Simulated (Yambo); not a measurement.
Yambo run on a free-standing SrHI monolayer (symmetry P4/nmm, slab cell 20.5 Å high). The wavefunctions are PBEsol (Quantum ESPRESSO, PseudoDojo norm-conserving, 72 Ry, with spin-orbit coupling) ones on a 4×4×1 mesh (36 occupied bands); a = 4.213 Å, b = 4.213 Å, c = 20.500 Å, α = 90.00°, β = 90.00°, γ = 90.00°.

Yambo input:

```
rim_cut
HF_and_locXC
RandQpts= 1000000
RandGvec= 2 Ry
CUTGeo= "slab z"
EXXRLvcs= 72 Ry
VXCRLvcs= 288 Ry
% QPkrange
 1 | 1 | 34 | 38 |
 2 | 2 | 36 | 37 |
 3 | 3 | 36 | 37 |
 6 | 6 | 36 | 37 |
%
```

k points by index: 1 = Γ, 2 = (0, 0.25), 3 = X, 6 = M.

Resulting energies as the program prints them:

```
#    K-point    Band    Eo [eV]    Ehf [eV]    Vxc [eV]    Vnlxc [eV]
#
    1    34    -0.210572    -3.056907    -11.19513    -14.04147
    1    35    -0.051075    -2.990673    -10.74358    -13.68318
    1    36    -0.051075    -2.990673    -10.74358    -13.68318
    1    37    3.654341    8.145750    -9.289606    -4.798197
    1    38    3.654341    8.145750    -9.289606    -4.798197
    2    36    0.000000    -2.965689    -11.04159    -14.00728
    2    37    4.191190    8.774294    -9.281983    -4.698879
    3    36    -0.302296    -3.215743    -10.94672    -13.86017
    3    37    4.357342    8.965830    -8.983803    -4.375315
    6    36    -1.002674    -4.669541    -10.90215    -14.56902
    6    37    3.977719    8.201373    -8.541567    -4.317913
```
Exchange alone, without screening.

Geometry relaxed with PBEsol.

This is a model layer cut from the bulk structure; whether it is stable on its own was not checked.
